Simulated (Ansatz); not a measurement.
WB₂ (space group P6_3/mmc)

```xyz
12
Lattice="3.0026 0.0000 0.0000 -1.5013 2.6003 0.0000 0.0000 0.0000 13.9240" Properties=species:S:1:pos:R:3 pbc="T T T"
B      0.0000     1.7335     7.2885
B      1.5013     0.8668     6.6356
B      1.5013     0.8668     0.3264
B      0.0000     1.7335    13.5976
B      0.0000     0.0000     3.4810
B      0.0000     0.0000    10.4430
B      1.5013     0.8668     3.4810
B      0.0000     1.7335    10.4430
W      0.0000     1.7335     1.8886
W      1.5013     0.8668    12.0355
W      1.5013     0.8668     8.8506
W      0.0000     1.7335     5.0735
```

The volume is varied about the relaxed value V₀ at fixed cell shape. The atoms relax within the cell's symmetry.

Computed with PBEsol (plane waves to 420 eV, PAW, scalar-relativistic; Ansatz, an electronic-structure program). k mesh 14×14×3 (Γ-centred), Fermi-Dirac smearing 0.05 eV. Energies are smeared free energies. With the shape held, the modulus is that of even scaling; a crystal free to change shape is softer. Spin-orbit coupling is left out, though W is heavy. WB2 is run without spin polarisation. WB2 was relaxed with its symmetry unable to fall. The zero of ΔE is the relaxed starting cell. The last digit holds for this mesh only.

```
V (Å³/atom)  ΔE (meV/atom)
-----------  -------------
8.516                 38.2
8.652                 20.9
8.788                  9.1
8.924                  2.2
9.060                  0.0
9.195                  2.1
9.331                  8.2
9.467                 18.0
9.603                 31.2
```

Task: What bulk modulus at fixed cell shape B₀ follows from a third-order Birch-Murnaghan fit?

Result: 338 GPa.

Task: What is the fitted pressure derivative B₀′?

Result: 4.0.

(A scan under strain: stresses follow from slopes of the energy per volume, elastic moduli from its curvatures.)
